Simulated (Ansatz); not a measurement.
TiTe$_{2}$:
```
CELL_PARAMETERS angstrom
      3.77744     0.00000     0.00000
     -1.88872     3.27136     0.00000
      0.00000     0.00000    33.00000
ATOMIC_POSITIONS crystal
  Ti 0.00000 0.00000 0.50000
  Te 0.33333 0.66667 0.44825
  Te 0.66667 0.33333 0.55175
```
Free-standing layer in the xy plane with vacuum along z and no interaction between images.

Relaxed with r²SCAN+D4. Special points in fractions of this cell's reciprocal vectors: Γ (0.000, 0.000, 0.000); M (0.500, 0.000, 0.000); K (0.333, 0.333, 0.000).

### Question
List the band energies nearest the Fermi level at these points for r²SCAN+D4 with spin–orbit coupling (plane waves, PAW; program Ansatz).

### Answer
In eV from the Fermi level; about four levels below and three above (degenerate sets whole), none deeper than 8.9 eV; points with the same levels are listed once.

```csv
k,below,above
Γ,-1.76 -1.76 -1.65 -1.65,0.35 0.35 0.35 0.35
M,-0.93 -0.93 -0.09 -0.09,1.16 1.16 1.54 1.54
K,-2.21 -2.21 -2.16 -2.16,1.08 1.08 1.21 1.21
```

Space group P-3m1 (1T). The layer was cut from a bulk entry of the Materials Project (measured or hypothetical); whether that bulk phase is the ambient one, and whether the layer has been isolated, was not checked. Symmetry was held in the r²SCAN+D4 relaxation; whether a distortion lowers the energy is not shown. No spin polarisation was allowed.

Potentials: the later of the program's two PAW sets.
